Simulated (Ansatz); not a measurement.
Q: Each is relaxed and computed with DFT-PBE in the program Ansatz with PAW potentials. Which is the only one with a gap?
(A) FeSi2, I4/mcm (Si on 8h, Fe on 4a)
(B) NbSi, P-6m2 (Nb on 1a, Si on 1f)
(C) AsSi31, I-43m (Pearson symbol cI64)
(D) SiSe2, anatase

A: D, SiSe2, anatase. SiSe2: gap 0.31 eV (indirect); NbSi: metal; AsSi31: metal; FeSi2: metal. Spin orders computed, not proven ground states: FeSi2, I4/mcm (Si on 8h, Fe on 4a) antiferromagnetic. Constructed cells (a structure type filled with these elements, in neither database checked): SiSe2, anatase; NbSi, P-6m2 (Nb on 1a, Si on 1f); FeSi2, I4/mcm (Si on 8h, Fe on 4a). Typed or built starts, not in the databases checked: AsSi31, I-43m (Pearson symbol cI64). All cells were relaxed under the symmetry of their starts (and spin orders); stability against distortions was not tested throughout. Cells of antiferromagnets are given as chemical subcells. Rows with no word on spin ran without spin polarisation. Scalar-relativistic: spin–orbit coupling is off unless named, which matters more the heavier the elements.

Potentials: the later of the program's two PAW sets.
